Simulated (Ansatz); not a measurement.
Trial structure of BePtBr2, not yet relaxed:

```
CELL_PARAMETERS angstrom
3.75864 0.00000 0.00000
-1.87932 3.25508 0.00000
0.00000 0.00000 6.15616
ATOMIC_POSITIONS crystal
Be 0.00000 0.00000 0.50000
Pt 0.00000 0.00000 0.00000
Br 0.33333 0.66667 0.70294
Br 0.66667 0.33333 0.29706
```

Method: Ansatz, DFT PBE, scalar-relativistic, plane waves, PAW. Cutoff 420 eV; k points 6×6×4 on the computed 4-atom cell (Γ-centred); Gaussian smearing, width 0.10 eV; no spin polarisation.

Formation energies are uncorrected and refer to the elements' standard structures at the same level. The references include crystalline Br.

Question: What does a single point on this coarse mesh give?

Answer: The pressure is 1.7 GPa (the mean over three directions, positive in compression), the largest force is 0.48 eV/Å, and the energy is +0.49 eV/atom against the elements. The shortest distance is 2.50 Å.

Question: How much does it gain on relaxing, and where does it end?

Answer: Relaxing gains about 0.27 eV/atom (the start's value is from the coarse mesh, so the gain is rough) in 34 ionic steps and ends at +0.22 eV/atom on the finer mesh. The symmetry stays P-3m1 (No. 164). The volume per atom grows by 25.7 %, from 18.8 to 23.7 Å³. The shortest distance goes from 2.50 Å (Be–Br) to 2.34 Å (Be–Br). The ratio c/a of the conventional cell changes by a factor of 2.03. Conventional cell: a = 3.203 Å, c = 10.661 Å. Around Be lie 6 Br at 2.34 Å; around Pt lie 6 Pt at 3.20 Å; Br is surrounded by 3 Be at 2.34 Å.

The last run used an 18×18×6 mesh (in the run's order of axes) for its 4-atom cell and Gaussian smearing of 0.10 eV. No dispersion correction is applied, so the spacing and binding between layers, chains or molecules are poorly described. Spin–orbit coupling, which can matter for Pt, is left out. The cell is a metal run without spin; a magnetic state may lie lower. The reference form of Br is held partly by dispersion forces, which this level lacks. The relaxation can't lower the symmetry of the start. Symmetry constrained the relaxation, so the result can be a saddle point.
